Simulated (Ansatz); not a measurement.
C in space group Im-3m (No. 229; C on 12d) at seven volumes, the program Ansatz at the r²SCAN level (PAW), scaled uniformly. One row is withheld.

```
V (Å³/atom)  P (GPa)
-----------  -------
6.320          38.63
6.528          23.91
6.736          11.13
6.945           0.02
7.153          -9.64
7.361         -18.03
7.570              ?
```

Problem. Fit the shown pressures and predict the withheld one.

Solution. P = (3/2)B₀(x^(7/2) − x^(5/2))[1 + (3/4)(B′ − 4)(x − 1)] with x = (V₀/V)^(2/3). Least squares on the six rows gives V₀ = 6.945 Å³/atom, B₀ = 345 GPa, B′ = 3.66. At V = 7.570, x = 0.9442 and P = -25.38 GPa. The run itself gave -25.32 GPa.

The start of the workflow was typed in or built on a structure type; neither database checked (COD, Materials Project) lists it. It is not the phase usual at ambient conditions (space group No. 194, 227). Symmetry was held in the r²SCAN relaxation; whether a distortion lowers the energy is not shown.

Potentials: the later of the program's two PAW sets.
